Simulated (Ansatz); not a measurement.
TaTe:
```cif
data_TaTe
_chemical_formula_sum 'Ta1 Te1'
_space_group_name_H-M_alt 'Pm-3m'
_space_group_IT_number 221
_space_group_name_Hall '-P 4 2 3'
_cell_length_a 3.40456
_cell_length_b 3.40456
_cell_length_c 3.40456
_cell_angle_alpha 90.000
_cell_angle_beta 90.000
_cell_angle_gamma 90.000
loop_
_atom_site_label
_atom_site_type_symbol
_atom_site_symmetry_multiplicity
_atom_site_Wyckoff_symbol
_atom_site_fract_x
_atom_site_fract_y
_atom_site_fract_z
_atom_site_occupancy
Ta1 Ta 1 a 0.00000 0.00000 0.00000 1
Te1 Te 1 b 0.50000 0.50000 0.50000 1
```

Relaxed with r²SCAN.

Tabulate the valence density and the electron localisation function along the shortest Ta–Ta contact (3.40 Å), r²SCAN (plane waves, PAW; program Ansatz).



```csv
distance from Ta (Å),density (e/Å³),ELF
0.34,4.74,0.49
0.51,4.38,0.76
0.68,2.78,0.78
0.85,1.28,0.61
1.02,0.57,0.34
1.19,0.33,0.25
1.36,0.24,0.34
1.53,0.21,0.46
1.70,0.20,0.51
1.87,0.21,0.46
2.04,0.24,0.34
2.21,0.33,0.25
2.38,0.57,0.34
2.55,1.28,0.61
2.72,2.78,0.78
2.89,4.38,0.76
3.06,4.74,0.49
```

The density is the valence pseudo-density with augmentation charge, so density and ELF within about 1 Å of a nucleus are not all-electron values.

The start of the workflow was typed in or built on a structure type; neither database checked (COD, Materials Project) lists it. Whether it is the stable phase at ambient conditions was not checked. The cell was relaxed with r²SCAN under the symmetry of its start; its stability against distortions is not shown here. No spin polarisation was allowed. Its formation energy is positive at this level, so the cell may be metastable or incomplete. Spin–orbit coupling is left out wherever it is not named.

Potentials: the earlier of the program's two PAW sets.
